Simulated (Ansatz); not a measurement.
TaN (rock salt)

```cif
data_N4Ta4
_chemical_formula_sum 'N4 Ta4'
_space_group_name_H-M_alt 'Fm-3m'
_space_group_IT_number 225
_space_group_name_Hall '-F 4 2 3'
_cell_length_a 4.37460
_cell_length_b 4.37460
_cell_length_c 4.37460
_cell_angle_alpha 90.000
_cell_angle_beta 90.000
_cell_angle_gamma 90.000
loop_
_atom_site_label
_atom_site_type_symbol
_atom_site_symmetry_multiplicity
_atom_site_Wyckoff_symbol
_atom_site_fract_x
_atom_site_fract_y
_atom_site_fract_z
_atom_site_occupancy
N1 N 4 a 0.00000 0.00000 0.00000 1
Ta1 Ta 4 b 0.50000 0.50000 0.50000 1
```
(The calculation used a cell of 2 atoms; values per cell refer to that cell.)

Equation-of-state scan: isotropic scaling of the cell above, V₀ being its volume. Symmetry pins the atoms to their sites.

Calculation: PBEsol (plane waves to 420 eV, PAW, scalar-relativistic; Ansatz, a program for electronic structure). k mesh 18×18×18 (Γ-centred), Fermi-Dirac smearing 0.05 eV. Energies are smeared free energies. Spin-orbit coupling is left out, though Ta is heavy. TaN is run without spin polarisation. TaN was relaxed with its symmetry unable to fall. The PAW data are Ansatz's earlier set. This is a high-temperature form of TaN. The zero of ΔE is the relaxed starting cell.

Estimate the ΔE (kJ/mol of atoms) for V/V₀ = 0.900, 0.940, 0.960, 1.020, 1.040, 1.060, 1.080, 1.100.


```
V/V₀   ΔE (kJ/mol of atoms)
-----  --------------------
0.900                  13.6
0.940                   4.5
0.960                   1.9
1.020                   0.4
1.040                   1.7
1.060                   3.6
1.080                   6.3
1.100                   9.5
```

(Under strain, the slope of the energy per volume gives the stress and its curvature an elastic modulus.)
